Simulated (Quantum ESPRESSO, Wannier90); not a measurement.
MgPdF6 (R-3), plane waves to Wannier functions

```xyz
8
Lattice="-2.4656 4.2706 0.0000 -4.9313 0.0000 0.0000 -2.4656 1.4235 4.5100" Properties=species:S:1:pos:R:3 pbc="T T T"
Mg    -4.9313     2.8471     2.2550
Pd     0.0000     0.0000     0.0000
F      0.7119    -1.3873    -1.1130
F     -0.7119     1.3873     1.1130
F      0.8455     1.3102    -1.1130
F     -0.8455    -1.3102     1.1130
F     -1.5574     0.0772    -1.1130
F      1.5574    -0.0772     1.1130
```

Cell from Materials Project (mp-7921), symmetrised, no further relaxation. COD (Crystallography Open Database) has an entry of this formula and space group (matched by these alone). Level: PBEsol, no spin polarisation, no spin-orbit coupling; pw.x of Quantum ESPRESSO at 68 Ry with PseudoDojo potentials, 4×4×4 k-points, Wannier90. Density: 8×8×8 mesh, cold smearing 0.01 Ry.

The plane-wave run has 50 bands and 70 electrons a cell. On the energy scale of pw.x, whose zero is arbitrary, the valence-band maximum lies at 3.50 eV.

Isolated groups of bands, relative to the valence-band maximum (bands from 38 on overlap up to the last one computed):

```
bands  from (eV)  to (eV)  filling  weight on atomic waves
-----  ---------  -------  -------  ----------------------
1         -85.50   -85.50   filled              Pd 4s 99 %
2         -71.82   -71.82   filled             Mg 2s 100 %
3–5       -51.21   -51.18   filled              Pd 4p 99 %
6–8       -38.76   -38.75   filled             Mg 2p 100 %
9–14      -21.92   -20.99   filled               F 2s 95 %
15–16      -6.60    -6.04   filled   F 2p 56 %, Pd 4d 39 %
17–23      -5.58    -3.47   filled   F 2p 76 %, Pd 4d 22 %
24–32      -2.95    -1.42   filled               F 2p 97 %
33–35      -0.68     0.00   filled   F 2p 55 %, Pd 4d 43 %
36–37       1.88     2.14    empty   Pd 4d 49 %, F 2p 45 %
```

Input w.win, without the blocks of cell, atoms and k-points (64 lines):

```
num_bands = 36
num_wann = 23
exclude_bands = 1-14
num_iter = 400
conv_tol = 1.0e-6
conv_window = 4
dis_num_iter = 600
dis_conv_tol = 1.0e-6
dis_froz_max = 10.88
write_hr = true
write_u_matrices = true
begin projections
Pd: d
F: p
end projections
mp_grid = 4 4 4
```

wannier90.x stops with:
```
dis_windows: More states in the frozen window than target WFs
```
At some k-point more bands lie below dis_froz_max than there are Wannier functions, and every frozen state has to fit into the subspace. Mended as below, all else unchanged, the run goes through (Ω_I = 12.8 Å²) and follows the plane-wave bands to 0.2 meV rms (states up to 2.1 eV relative to the valence-band maximum).
```
dis_froz_max = 6.88
```
